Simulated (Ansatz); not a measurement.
RhPb (space group P6/mmm)

Space group P6/mmm (No. 191); a = b = 5.6630 Å, c = 4.4417 Å, α = β = 90.00°, γ = 120.00°

```tsv
atom	site	symmetry	x	y	z
Rh	3f	mmm	0.0000	0.5000	0.0000
Pb	2d	-6m2	0.3333	0.6667	0.5000
Pb	1a	6/mmm	0.0000	0.0000	0.0000
```

Two coordinates are scanned: the volume, and the ratio of the stretch along z (the conventional c axis) to the stretch across it. Atoms keep their fractional coordinates.

Calculation: PBEsol (plane waves to 420 eV, PAW, scalar-relativistic; Ansatz, a first-principles code). k mesh 10×10×11 (Γ-centred), Fermi-Dirac smearing 0.05 eV. Energies are smeared free energies. With partly filled bands, the response to shear is sensitive to the k mesh, so small differences along c/a are uncertain. RhPb is run without spin polarisation. RhPb was relaxed with its symmetry unable to fall. Spin-orbit coupling is left out, though Pb is heavy. ΔE is measured from the relaxed starting cell.

Q: Give the computed ΔE (meV/atom) at all points of the grid V/V₀ = 0.920, 0.960, 1.000, 1.040, 1.080 by (c/a)/(c/a)₀ = 0.960, 0.980, 1.000, 1.020, 1.040.

A: ΔE (meV/atom), with V/V₀ across and (c/a)/(c/a)₀ down:

```
(c/a)/(c/a)₀ \ V/V₀  0.920  0.960  1.000  1.040  1.080
-------------------  -----  -----  -----  -----  -----
0.960                   77     27     11     23     55
0.980                   66     17      3     15     48
1.000                   63     14      0     12     45
1.020                   67     18      3     14     47
1.040                   78     27     11     21     53
```

(A scan under strain: stresses follow from slopes of the energy per volume, elastic moduli from its curvatures.)
